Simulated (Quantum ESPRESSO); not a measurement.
Inputs of pw.x and gipaw.x (a modified build of Quantum ESPRESSO, PBE) for ZnCdF₄; the starting potential comes from an earlier run on another mesh:

```
&CONTROL
  calculation = 'scf'
  prefix = 'x'
  pseudo_dir = './pseudo'
  outdir = './out'
  tprnfor = .true.
/
&SYSTEM
  ibrav = 0
  nat = 6
  ntyp = 3
  ecutwfc = 45
  ecutrho = 180
  occupations = 'fixed'
  nbnd = 26
/
&ELECTRONS
  conv_thr = 1e-11
  startingpot = 'file'
/
ATOMIC_SPECIES
Cd 112.414 Cd.GGA_PBE-JTH.UPF
Zn 65.380 Zn.GGA_PBE-JTH.UPF
F 18.998 F.GGA_PBE-JTH.UPF
CELL_PARAMETERS angstrom
    4.997101548000    -0.019944890000     0.000000000000
   -0.019944890000     4.997101548000     0.000000000000
    0.000000000000     0.000000000000     3.342067797000
ATOMIC_POSITIONS crystal
Cd     0.500000000000     0.500000000000     0.500000000000
Zn    -0.000000000000    -0.000000000000     0.000000000000
F      0.712659556000     0.712659556000     0.000000000000
F      0.287340444000     0.287340444000     0.000000000000
F      0.817658180800     0.182341819200     0.500000000000
F      0.182341819200     0.817658180800     0.500000000000
K_POINTS automatic
4 4 6 1 1 1
```

```
&INPUTGIPAW
  job = 'nmr'
  prefix = 'x'
  tmp_dir = './out/'
  restart_mode = 'from_scratch'
  pawproj(1) = .true.
  pawproj(2) = .true.
  pawproj(3) = .true.
  use_nmr_macroscopic_shape = .false.
/
```

The cell was made here from a computed Materials Project entry: one of 2 Zn replaced by Cd, cell and atoms relaxed (PBE without dispersion, pw.x of Quantum ESPRESSO, symmetry kept). The parent is ZnF2 in P4₂/mnm; whether this form has been observed was not checked. The swapped cell is a model, not a known phase. Stability against distortions was not tested.

### Question
Give the final section of the GIPAW output.

### Answer
```
     f-sum rule (should be   -35.2035):
           -35.2040          0.0000          0.0000
             0.0000        -35.2040          0.0000
             0.0000          0.0000        -35.2034

     Total NMR chemical shifts in ppm: ---------------------------------------
     (adopting the Simpson convention for anisotropy and asymmetry)-----------

     Atom  1  Cd  pos: (  0.498000  0.498000  0.334398)  Total sigma:        3896.86
          3861.3346         -1.6795          0.0000
            -1.6795       3861.3346         -0.0000
             0.0000          0.0000       3967.8971

     Cd      1    anisotropy:    106.56    eta:    0.0473

     Atom  2  Zn  pos: (  0.000000  0.000000  0.000000)  Total sigma:        1849.19
          1831.7230         45.1411          0.0000
            45.1411       1831.7230         -0.0000
            -0.0000         -0.0000       1884.1282

     Zn      2    anisotropy:    -93.91    eta:    0.1160

     Atom  3  F   pos: (  0.709809  0.709809  0.000000)  Total sigma:         373.70
           375.2070         27.0579          0.0000
            27.0579        375.2070          0.0000
             0.0000          0.0000        370.6709

     F       3    anisotropy:     42.85    eta:    0.7883

     Atom  4  F   pos: (  0.286191  0.286191  0.000000)  Total sigma:         373.70
           375.2070         27.0579         -0.0000
            27.0579        375.2070         -0.0000
             0.0000         -0.0000        370.6709

     F       4    anisotropy:     42.85    eta:    0.7883

     Atom  5  F   pos: (  0.816924  0.179077  0.334398)  Total sigma:         355.81
           352.8526        -26.1378          0.0000
           -26.1378        352.8526         -0.0000
             0.0000         -0.0000        361.7250

     F       5    anisotropy:    -43.64    eta:    0.5934

     Atom  6  F   pos: (  0.179077  0.816924  0.334398)  Total sigma:         355.81
           352.8526        -26.1378         -0.0000
           -26.1378        352.8526          0.0000
            -0.0000          0.0000        361.7250

     F       6    anisotropy:    -43.64    eta:    0.5934
```
The printed anisotropy is 3/2 (σ_33 − σ_iso) in the program's own order; the axes are left out here. Anisotropies that symmetry doesn't fix are less certain than the isotropic values. These are absolute shieldings with no macroscopic susceptibility term; δ = σ_ref − σ needs a reference computed alike. By our sweeps, such settings leave a few ppm in absolute σ on light atoms and up to some 20 ppm from Zn on. Spin–orbit coupling is left out; its weight grows with the heaviest atom, Cd here.
